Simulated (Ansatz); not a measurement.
TePtSe:
```yaml
crystal:
  lattice:
    - [3.90571, 0.00000, 0.00000]
    - [-1.95286, 3.38245, 0.00000]
    - [0.00000, 0.00000, 5.17117]
  atoms:
    - { symbol: Te, position: [0.00000, 0.00000, 0.26020] }
    - { symbol: Pt, position: [0.33333, 0.66667, 0.99208] }
    - { symbol: Se, position: [0.66667, 0.33333, 0.74772] }
```

Relaxed with r²SCAN+D4. Special points in fractions of this cell's reciprocal vectors: Γ (0.000, 0.000, 0.000); M (0.500, 0.000, 0.000); K (0.333, 0.333, 0.000); A (0.000, 0.000, 0.500); L (0.500, 0.000, 0.500); H (0.333, 0.333, 0.500).

Question: List the band energies nearest the Fermi level at these points for r²SCAN+D4 in the plane-wave PAW code Ansatz.

Answer: In eV from the Fermi level; about four levels below and three above (degenerate sets whole), none deeper than 8.9 eV; points with the same levels are listed once.

| k | below | above |
|---|---|---|
| Γ | -4.03 -4.03 -2.81 -0.89 -0.89 | 0.92 1.32 1.32 |
| M | -3.71 -3.51 -3.48 -3.00 | 0.42 2.44 4.49 |
| K | -2.43 -1.98 -1.90 -0.35 | 0.22 3.46 7.43 |
| A | -2.79 -1.62 -1.44 -1.44 | 2.35 2.35 4.89 |
| L | -3.62 -3.39 -2.66 -1.10 | 0.74 1.50 4.39 |
| H | -4.30 -3.71 -2.82 -2.71 | 1.89 2.53 6.00 |

Space group P3m1. The workflow started from a Materials Project entry (that database holds measured and hypothetical structures alike); the Crystallography Open Database copy checked does not list it. With Te and Se taken as one species the cell has the higher symmetry P-3m1, so it may be an ordered model of a mixed-site phase. Its standing as an ambient phase is unchecked. The cell was relaxed with r²SCAN+D4 under the symmetry of its start; whether a distortion lowers the energy is not shown. No spin polarisation was allowed. Spin–orbit coupling is left out wherever it is not named.

Potentials: the later of the program's two PAW sets.
